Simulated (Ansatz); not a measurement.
A relaxation computed with Ansatz, from input to last step.

```yaml
crystal:
  lattice:
    - [3.2803572896, 0.0, 0.0]
    - [-1.6401786448, 2.8408727463, 0.0]
    - [0.0, 0.0, 12.7620502963]
  atoms:
    - { symbol: W, position: [0.3333333333, 0.6666666667, 0.25] }
    - { symbol: W, position: [0.6666666667, 0.3333333333, 0.75] }
    - { symbol: Se, position: [0.3333333333, 0.6666666667, 0.617226431] }
    - { symbol: Se, position: [0.6666666667, 0.3333333333, 0.117226431] }
    - { symbol: Se, position: [0.3333333333, 0.6666666667, 0.882773569] }
    - { symbol: Se, position: [0.6666666667, 0.3333333333, 0.382773569] }
basis:
  ecutwfc: 420
kpoints:
  mp_grid: { grid: [12, 12, 2] }
hamiltonian:
  xc: pbesol
  dispersion: d3bj
scf:
  occupations: { method: gaussian, width: 0.02 }
output:
  forces: true
  stress: true
  eigenvalues: true
relax:
  adjacent_minimum: "off"
  f_tol: 0.01
  max_steps: 30
  cell: { stress_tol: 0.1, fix: [volume] }
```

```bash
ansatz run input.yaml --threads 1 --pin off --max-ram 2560MiB --backend cpu --events-out ev --progress --plain --runs-dir out
```

Theory: Ansatz, DFT PBEsol+D3(BJ), scalar-relativistic, plane waves, PAW.

The volume is held at 1.06 times that of the relaxed cell.

Of 5 frames 4 are shown, positions in Å and forces in eV/Å; the SCF threshold varies from step to step. Steps run on the plane waves of an earlier cell, with a Pulay correction in the pressure. The basis is chosen afresh for the last frame, the zero of the energies, and at times for earlier ones too; energy and pressure step there, also at an unchanged geometry. The mark taken_back stands on steps that the optimiser undid.

```xyz
6
Lattice="3.2804 0.0000 0.0000 -1.6402 2.8409 0.0000 0.0000 0.0000 12.7621" Properties=species:S:1:pos:R:3:forces:R:3 pbc="T T T" step=1 free_energy_over_end_meV_per_atom=5.03 pressure_GPa=-5.82
W     0.0000    1.8939    3.1905    0.0000    0.0000    0.0000
W     1.6402    0.9470    9.5715    0.0000    0.0000    0.0000
Se    0.0000    1.8939    7.8771    0.0000    0.0000    0.4597
Se    1.6402    0.9470    1.4961    0.0000    0.0000    0.4597
Se    0.0000    1.8939   11.2660    0.0000    0.0000   -0.4597
Se    1.6402    0.9470    4.8850    0.0000    0.0000   -0.4597
6
Lattice="3.2491 0.0000 0.0000 -1.6246 2.8138 0.0000 0.0000 0.0000 13.0086" Properties=species:S:1:pos:R:3:forces:R:3 pbc="T T T" step=2 free_energy_over_end_meV_per_atom=8.21 pressure_GPa=0.90 taken_back
W     0.0000    1.8759    3.2522    0.0000    0.0000    0.0000
W     1.6246    0.9379    9.7565    0.0000    0.0000    0.0000
Se    0.0000    1.8759    8.1090    0.0000    0.0000   -0.6582
Se    1.6246    0.9379    1.6046    0.0000    0.0000   -0.6582
Se    0.0000    1.8759   11.4040    0.0000    0.0000    0.6582
Se    1.6246    0.9379    4.8997    0.0000    0.0000    0.6582
6
Lattice="3.2648 0.0000 0.0000 -1.6324 2.8274 0.0000 0.0000 0.0000 12.8842" Properties=species:S:1:pos:R:3:forces:R:3 pbc="T T T" step=3 free_energy_over_end_meV_per_atom=0.05 pressure_GPa=-3.26
W     0.0000    1.8849    3.2211    0.0000    0.0000    0.0000
W     1.6324    0.9425    9.6632    0.0000    0.0000    0.0000
Se    0.0000    1.8849    7.9850    0.0000    0.0000    0.0492
Se    1.6324    0.9425    1.5429    0.0000    0.0000    0.0492
Se    0.0000    1.8849   11.3413    0.0000    0.0000   -0.0492
Se    1.6324    0.9425    4.8992    0.0000    0.0000   -0.0492
6
Lattice="3.2638 0.0000 0.0000 -1.6319 2.8265 0.0000 0.0000 0.0000 12.8920" Properties=species:S:1:pos:R:3:forces:R:3 pbc="T T T" step=5 free_energy_over_end_meV_per_atom=0.00 pressure_GPa=-2.95
W     0.0000    1.8843    3.2230    0.0000    0.0000    0.0000
W     1.6319    0.9422    9.6690    0.0000    0.0000    0.0000
Se    0.0000    1.8843    7.9934    0.0000    0.0000   -0.0056
Se    1.6319    0.9422    1.5474    0.0000    0.0000   -0.0056
Se    0.0000    1.8843   11.3445    0.0000    0.0000    0.0056
Se    1.6319    0.9422    4.8985    0.0000    0.0000    0.0056
```

Time: 85 s on 1 thread of Intel(R) Xeon(R) Platinum 8259CL CPU @ 2.50GHz (Skylake/Cascade Lake), on a shared host, peak memory 0.57 GiB.

Spin–orbit coupling is left out, which can shift energies with elements as heavy as these.